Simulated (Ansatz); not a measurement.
This guess for AlAs5 is about to be relaxed.

```cif
data_structure
_symmetry_space_group_name_H-M 'F-43m'
_symmetry_Int_Tables_number 216
_cell_length_a 7.9798
_cell_length_b 7.9798
_cell_length_c 7.9798
_cell_angle_alpha 90.000
_cell_angle_beta 90.000
_cell_angle_gamma 90.000
_cell_volume 508.13
loop_
_atom_site_label
_atom_site_type_symbol
_atom_site_symmetry_multiplicity
_atom_site_Wyckoff_symbol
_atom_site_fract_x
_atom_site_fract_y
_atom_site_fract_z
_atom_site_occupancy
Al1 Al 4 a 0.00000 0.00000 0.00000 1
As1 As 4 d 0.25000 0.25000 0.75000 1
As2 As 16 e 0.62408 0.12408 0.87592 1
```

These are results of Ansatz, DFT PBE, scalar-relativistic, plane waves, PAW, not measurements. Cutoff 420 eV, Gaussian smearing, Γ-centred meshes. Cell and atoms relax on a converged mesh. In metals the finer mesh still leaves noise of several meV/atom or more. The steps can't lower the symmetry of their start. No spin polarisation.

A guess keeps its type if space group and coordination stay and the shape of the cell changes little (axis ratios within about 15 %, angles within 6°); the volume may change.

Question: Does it keep its structure type, or change into something else?

Answer: It keeps its type. The symmetry stays F-43m (No. 216). The volume per atom shrinks by 4.1 %, from 21.2 to 20.3 Å³. The shortest distance goes from 2.80 Å (As–As) to 2.78 Å (As–As). Counting neighbours within 15 % of an atom's shortest distance, the start has Al 16, As 6/16 and the end Al 16, As 6/16.

The zero of energy is the elements' standard structures at the same level; no fitted shifts are applied.

Question: At what energy does it end?

Answer: +0.54 eV/atom. It can't be a ground state, since the elements alone are lower.

The last run used an 8×8×8 mesh for its 6-atom cell and Gaussian smearing of 0.10 eV. The reference form of As is held partly by dispersion forces, which this level lacks. A structure relaxed within its symmetry needn't be a true minimum. Another cell of AlAs5 relaxed alike, in I4/mmm, lies 281 meV/atom lower, so this cell isn't the stable form at this level.

In counts of neighbours, a slash parts the counts of unlike sites.
